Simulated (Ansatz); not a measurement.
Ta$_{3}$Cu$_{2}$S$_{6}$:
```yaml
crystal:
  lattice:
    - [1.68047, -8.71380, 0.00000]
    - [1.68047, 8.71380, 0.00000]
    - [0.00000, 0.00000, 13.01009]
  atoms:
    - { symbol: Ta, position: [0.27831, 0.72169, 0.25017] }
    - { symbol: Ta, position: [0.72169, 0.27831, 0.75017] }
    - { symbol: Ta, position: [0.60949, 0.39051, 0.25012] }
    - { symbol: Ta, position: [0.39051, 0.60949, 0.75012] }
    - { symbol: Ta, position: [0.94349, 0.05651, 0.24976] }
    - { symbol: Ta, position: [0.05651, 0.94349, 0.74976] }
    - { symbol: Cu, position: [0.27934, 0.72066, 0.03630] }
    - { symbol: Cu, position: [0.72066, 0.27934, 0.53630] }
    - { symbol: Cu, position: [0.05343, 0.94657, 0.96348] }
    - { symbol: Cu, position: [0.94657, 0.05343, 0.46348] }
    - { symbol: S, position: [0.28058, 0.71942, 0.62983] }
    - { symbol: S, position: [0.71942, 0.28058, 0.12983] }
    - { symbol: S, position: [0.60873, 0.39127, 0.63001] }
    - { symbol: S, position: [0.39127, 0.60873, 0.13001] }
    - { symbol: S, position: [0.94534, 0.05466, 0.63172] }
    - { symbol: S, position: [0.05466, 0.94534, 0.13172] }
    - { symbol: S, position: [0.72173, 0.27827, 0.36753] }
    - { symbol: S, position: [0.27827, 0.72173, 0.86753] }
    - { symbol: S, position: [0.05732, 0.94268, 0.36940] }
    - { symbol: S, position: [0.94268, 0.05732, 0.86940] }
    - { symbol: S, position: [0.38583, 0.61417, 0.37168] }
    - { symbol: S, position: [0.61417, 0.38583, 0.87168] }
```

Relaxed with r²SCAN. Special points in fractions of this cell's reciprocal vectors: Γ (0.000, 0.000, 0.000); Y (-0.500, 0.500, 0.000); C0 (-0.259, 0.741, 0.000); Σ0 (0.259, 0.259, 0.000); Z (0.000, 0.000, 0.500); A0 (0.259, 0.259, 0.500); E0 (-0.259, 0.741, 0.500); T (-0.500, 0.500, 0.500); S (0.000, 0.500, 0.000); R (0.000, 0.500, 0.500).

Q: List the band energies nearest the Fermi level at these points for r²SCAN (plane waves, PAW; program Ansatz).

A: In eV from the Fermi level; about four levels below and three above (degenerate sets whole), none deeper than 8.9 eV; points with the same levels are listed once.

```json
[
 {"k": "Γ", "below": "-0.97 -0.69 -0.56 -0.02", "above": "1.29 2.17 2.43"},
 {"k": "Y", "below": "-0.95 -0.78 -0.16 -0.12", "above": "0.30 0.32 1.93"},
 {"k": "C0", "below": "-0.70 -0.59 -0.35 -0.17", "above": "2.17 2.54 2.66"},
 {"k": "Z", "below": "-0.95 -0.95 -0.62 -0.62", "above": "0.83 0.83 2.47 2.47"},
 {"k": "A0", "below": "-0.71 -0.71 -0.26 -0.26", "above": "2.34 2.34 2.93 2.93"},
 {"k": "T", "below": "-1.45 -1.45 -0.88 -0.88", "above": "0.15 0.15 0.30 0.30"},
 {"k": "S", "below": "-0.60 -0.59 -0.37 -0.28", "above": "2.34 2.39 2.79"},
 {"k": "R", "below": "-0.55 -0.55 -0.37 -0.37", "above": "2.52 2.52 2.59 2.59"}
]
```

Space group Cmc2_1. The workflow started from a Materials Project entry (that database holds measured and hypothetical structures alike); the Crystallography Open Database copy checked does not list it. Whether it is the stable phase at ambient conditions was not checked. The r²SCAN relaxation kept the symmetry of its start; its stability against distortions is not shown here. No spin polarisation was allowed. Scalar-relativistic: spin–orbit coupling is off unless named, which matters more the heavier the elements.

Potentials: the later of the program's two PAW sets.
